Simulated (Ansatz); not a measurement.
**Li under pressure**

Method: DFT r2SCAN, scalar-relativistic, plane waves, PAW in Ansatz. Settings: 500 eV cutoff, 18×18×4 k-mesh, Gaussian smearing of 0.10 eV, no spin polarisation.

Reference structure (relaxed):

```
CELL_PARAMETERS angstrom
3.08445 0.00000 0.00000
-1.54222 2.67121 0.00000
0.00000 0.00000 10.18054
ATOMIC_POSITIONS crystal
Li 0.00000 0.00000 0.00000
Li 0.33333 0.66667 0.25000
Li 0.00000 0.00000 0.50000
Li 0.66667 0.33333 0.75000
```

Cell and atoms are relaxed at each pressure within the symmetry of the start, at zero temperature, so transitions that lower the symmetry aren't seen. The k-mesh given is that at zero pressure and may differ at others. a, b and c are the lengths of the cell vectors above.

| P (GPa) | V (Å³/atom) | V/V0 | a (Å) | b (Å) | c (Å) |
| --- | --- | --- | --- | --- | --- |
| -1 | 22.84 | 1.089 | 3.177 | 3.177 | 10.456 |
| 0 | 20.97 | 1.000 | 3.084 | 3.084 | 10.181 |
| 1 | 19.55 | 0.932 | 3.015 | 3.015 | 9.933 |
| 4 | 16.92 | 0.807 | 2.873 | 2.873 | 9.469 |
| 12 | 13.49 | 0.643 | 2.666 | 2.666 | 8.770 |
| 25 | 10.95 | 0.522 | 2.488 | 2.488 | 8.173 |
| 50 | 8.70 | 0.415 | 2.297 | 2.297 | 7.614 |
| 90 | 7.00 | 0.334 | 2.124 | 2.124 | 7.159 |

Task: What bulk modulus and pressure derivative fit these points?

Result: A third-order Birch–Murnaghan fit gives B0 = 12 GPa and B0' = 3.7.

Task: Which cell vector or vectors give way most up to 90 GPa?

Result: a and b: the changes are a -31.1 %, b -31.1 %, c -29.7 %.

This form isn't the element's structure at ambient conditions.

Cost: 8 runs of about 11 core-minutes in all, on Arm Neoverse N1 (shared hosts).